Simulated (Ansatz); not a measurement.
Values for one crystal, relaxed and computed with PBE in the plane-wave PAW code Ansatz; other levels are named.

| Quantity | Value |
|---|---|
| Volume per atom | 10.67 Å³ |
| Band gap | 3.31 eV (indirect) |
| Electron effective mass | 0.33, 0.33, 0.53 mₑ (principal values) |
| Smallest direct gap on the standard path | 3.98 eV |
| Pressure derivative B′ | 3.9 |
| Conduction-band minimum | at X (3 equivalent valleys) |
| Valence-band maximum | at Γ |

Problem. Which compound is it?
A. TlBr, zinc blende
B. MgTe, zinc blende
C. AlN, zinc blende
D. BN, Immm (B on 2a, N on 2b)

Solution. C, AlN, zinc blende

Space group F-43m (zinc blende). The PBE relaxation kept the symmetry of its start.

Potentials: the later of the program's two PAW sets.
